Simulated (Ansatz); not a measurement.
Te2Mo:
```
CELL_PARAMETERS angstrom
      3.54618     0.00000     0.00000
     -1.77309     3.07108     0.00000
      0.00000     0.00000    14.25848
ATOMIC_POSITIONS crystal
  Te 0.33333 0.66667 0.62432
  Te 0.66667 0.33333 0.37568
  Te 0.66667 0.33333 0.12432
  Te 0.33333 0.66667 0.87568
  Mo 0.33333 0.66667 0.25000
  Mo 0.66667 0.33333 0.75000
```

Relaxed with r²SCAN+D4.

Q: Map the electron localisation function on the plane through (0.333, 0.667, 0.624) spanned by u = [0, 0, 1] and v = [1, -1, 0] in lattice vectors, from the program Ansatz at the r²SCAN+D4 level (PAW).

A: x is the fraction of u, y of v (the angle between them is 90°; rows are the nearest grid lines); atoms in the plane: Te at (0.00, 0.00), Te at (0.75, 0.33), Te at (0.50, 0.33), Te at (0.25, 0.00), Mo at (0.63, 0.00), Mo at (0.13, 0.33).
```
y \ x   0.000  0.100  0.175  0.275  0.375  0.450  0.550  0.625  0.725  0.825  0.900   1.00
------  -----  -----  -----  -----  -----  -----  -----  -----  -----  -----  -----  -----
1.00    0.086  0.352  0.430  0.036  0.399  0.043  0.226  0.289  0.207  0.021  0.816  0.086
0.935   0.055  0.373  0.498  0.142  0.290  0.061  0.190  0.700  0.242  0.029  0.784  0.055
0.839   0.474  0.389  0.540  0.552  0.068  0.082  0.174  0.325  0.251  0.046  0.435  0.474
0.774   0.451  0.343  0.345  0.466  0.026  0.068  0.159  0.177  0.171  0.043  0.096  0.451
0.677   0.052  0.270  0.153  0.043  0.011  0.032  0.089  0.346  0.067  0.024  0.015  0.052
0.613   0.079  0.244  0.157  0.063  0.014  0.077  0.148  0.353  0.135  0.050  0.019  0.079
0.548   0.159  0.139  0.130  0.114  0.028  0.526  0.461  0.366  0.487  0.404  0.024  0.159
0.452   0.245  0.533  0.222  0.155  0.123  0.622  0.475  0.267  0.354  0.776  0.027  0.245
0.387   0.223  0.720  0.562  0.130  0.284  0.458  0.309  0.201  0.104  0.719  0.031  0.223
0.323   0.194  0.661  0.649  0.108  0.356  0.375  0.252  0.184  0.049  0.693  0.033  0.194
0.226   0.566  0.589  0.354  0.506  0.104  0.588  0.493  0.152  0.330  0.761  0.049  0.566
0.161   0.506  0.220  0.421  0.549  0.054  0.667  0.655  0.255  0.623  0.633  0.268  0.506
0.0645  0.055  0.362  0.511  0.139  0.262  0.118  0.232  0.672  0.325  0.049  0.776  0.055
0.000   0.086  0.352  0.430  0.036  0.399  0.043  0.226  0.289  0.207  0.021  0.816  0.086
```

The density is the valence pseudo-density with augmentation charge, so density and ELF within about 1 Å of a nucleus are not all-electron values.

Space group P6_3/mmc. Symmetry was held in the r²SCAN+D4 relaxation. No spin polarisation was allowed. Spin–orbit coupling is left out wherever it is not named.

Potentials: the earlier of the program's two PAW sets.
